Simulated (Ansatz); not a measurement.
# Ti₂B₂Os, before and after

A trial structure of Ti₂B₂Os was built thus: random cell by space group and Wyckoff sites (P6/mmm, No. 191). The dimensions are guesses.

start.xyz

```xyz
5
Lattice="3.5447 0.0000 0.0000 -1.7723 3.0698 0.0000 0.0000 0.0000 5.2779" Properties=species:S:1:pos:R:3 pbc="T T T"
Ti    0.0000    2.0465    2.6389
Ti    1.7723    1.0233    2.6389
B     0.0000    2.0465    0.0000
B     1.7723    1.0233    0.0000
Os    0.0000    0.0000    0.0000
```

Computed with DFT PBE, scalar-relativistic, plane waves, PAW (Ansatz 0.2.0). Cutoff 420 eV, Gaussian smearing, Γ-centred meshes. Cell and atoms relax first on a coarse mesh and then on a finer one. In between, the cell is made exact in the group found at 0.06 Å. In metals the finer mesh still leaves noise of several meV/atom or more. The steps can't lower the symmetry of their start. Collinear spin is switched on along the way, since trial moments persisted in a coarse test.

end.xyz

```xyz
5
Lattice="3.9858 0.0000 0.0000 -1.9929 3.4518 0.0000 0.0000 0.0000 4.3691" Properties=species:S:1:pos:R:3 pbc="T T T"
Ti    0.0000    2.3012    2.1845
Ti    1.9929    1.1506    2.1845
B     0.0000    2.3012    0.0000
B     1.9929    1.1506    0.0000
Os    0.0000    0.0000    0.0000
```

The symmetry stays P6/mmm (No. 191). The volume per atom grows by 4.7 %, from 11.5 to 12.0 Å³. The shortest distance goes from 2.05 Å (B–Os, B–B and Ti–Ti) to 2.18 Å (Ti–B). The ratio c/a of the conventional cell changes by a factor of 0.74. The energy falls by about 0.67 eV/atom (the start's value is from the coarse mesh).

```
Volume per atom                            : 12.02 Å³
Density                                    : 8.50 g/cm³
Formation energy                           : +0.72 eV/atom
Gap on the 12×12×8 mesh of the 5-atom cell : 0 eV (a metal)
Net moment per atom                        : 0.26 μB
Moment by site                             : Ti 0.4 (×2) μB
```

Formation energies are uncorrected and refer to the elements' standard structures at the same level. A positive value: parting into the elements would lower its energy.

The last run used collinear spin and Gaussian smearing of 0.10 eV. These runs have no spin–orbit coupling, which can matter for Os. Another magnetic order may lie lower. A structure relaxed within its symmetry needn't be a true minimum. In all, the 4 runs took 4.8 min on 1 thread of Arm Neoverse N1, with other jobs on the host. Another cell of Ti2B2Os relaxed alike but without spin, in P-3m1, lies 0.97 eV/atom lower, so this cell isn't the stable form at this level. Site moments count only spheres around the atoms; the net moment includes the space between them.
